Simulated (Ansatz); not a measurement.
Sb: stiffness from a series of strains

```
CELL_PARAMETERS angstrom
-1.50500 1.50500 2.48000
1.50500 -1.50500 2.48000
1.50500 1.50500 -2.48000
ATOMIC_POSITIONS crystal
Sb 0.00000 0.00000 0.00000
```

The conventional cell has a = 3.010 Å, b = 3.010 Å, c = 4.960 Å, α = 90.00°, β = 90.00°, γ = 90.00°. Sb (atom 1) is surrounded by 12 Sb at 3.01 to 3.27 Å.

The cell comes from COD entry 9013010, which wasn't checked; take it as a given geometry.

No spin–orbit coupling, which matters for the heavy atoms here.

Level of theory: DFT, PBEsol, all-electron LAPW, scalar-relativistic in Ansatz 0.2.0.

Numerical set-up: a Γ-centred 19×19×19 k mesh, Fermi–Dirac smearing of 0.05 eV, basis error target 0.25 meV/atom, no spin polarisation.

The strain is applied along the Cartesian axes of the cell as listed (the other components stay zero). Fractional coordinates are held (clamped ions).

σ is the change of stress from the unstrained cell, which is at 15.13 GPa; tension is positive, so slopes are stress–strain coefficients at that pressure. In a metal the k mesh adds noise.

Only quantities that a quadratic follows smoothly over the whole series are listed; rougher ones are left out.

```
εxx = εyy  σzz (GPa)  σxx (GPa)
  -0.0300      -7.82     -10.32
  -0.0200      -4.97      -6.52
  -0.0100      -2.29      -3.15
   0.0000       0.00       0.00
   0.0200       3.62       5.57
   0.0300       5.36       7.86
```

**Question.** Fit the series and read off the stiffness at zero strain.

**Answer.** Least-squares fits y = p0 + p1 x + p2 x² to the rows give σzz (GPa): p1 = 218, p2 = -1400; σxx (GPa): p1 = 303, p2 = -1400. So C13 + C23 = 218 GPa and C11 + C12 = 303 GPa, for these axes.

**Question.** One run, at εxx = εyy = 0.0100, is withheld. Predict its row.

**Answer.** The fits give 2.00, 2.92; the run gave 1.92, 2.93.
